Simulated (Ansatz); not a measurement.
This run works on a generated trial structure, not on a known crystal.

Input and command of a plane-wave DFT calculation in Ansatz:

```yaml
crystal:
  lattice:
    - [-0.0537864049, -0.0114231517, 7.0996030012]
    - [7.695130785, -0.0483457042, -0.0593754544]
    - [-3.8894339499, 6.8890297593, 0.0187670137]
  atoms:
    - { symbol: Hf, position: [-0.0007693362, -0.0007272931, 0.0111058384] }
    - { symbol: Sn, position: [-0.0123458327, 0.502749149, 0.4977922799] }
    - { symbol: Sn, position: [0.0019280705, 0.5052345557, 0.0122141851] }
    - { symbol: Sn, position: [0.0031099929, 0.0077449951, 0.491238992] }
    - { symbol: Se, position: [0.777647505, 0.8252612516, 0.6605109397] }
    - { symbol: Se, position: [0.7655162509, 0.8349020885, 0.1598418586] }
    - { symbol: Se, position: [0.7729033204, 0.3378273368, 0.6726907313] }
    - { symbol: Se, position: [0.7763318897, 0.3182864632, 0.1682065833] }
    - { symbol: Se, position: [0.2339224728, 0.668791174, 0.8292553779] }
    - { symbol: Se, position: [0.2114752353, 0.6599593568, 0.3268780083] }
    - { symbol: Se, position: [0.2337773533, 0.1661908742, 0.8395184625] }
    - { symbol: Se, position: [0.2365030781, 0.173780048, 0.330746743] }
basis:
  ecutwfc: 420
kpoints:
  mp_grid: { grid: [4, 3, 3] }
hamiltonian:
  xc: pbe
scf:
  occupations: { method: gaussian, width: 0.2 }
  lower_state_search: "off"
output:
  forces: true
  stress: true
  eigenvalues: true
relax:
  adjacent_minimum: "off"
  f_tol: 0.025
  max_steps: 60
  cell: { stress_tol: 0.25 }
```

```bash
ansatz run input.yaml --threads 4 --pin off --max-ram 8192MiB --backend cpu --events-out ev --progress --plain --runs-dir out
```

Processor: Arm Neoverse V1, 4 threads, on a host shared with other jobs.

**Question.** Estimate time, memory and problem size.

**Answer.** About 4.3 min, peak memory 1.6 GiB. It solves 118 bands at 19 k points (after reduction by symmetry) with about 7045 plane waves (on the last cell), in 47 SCF iterations over 7 ionic steps.
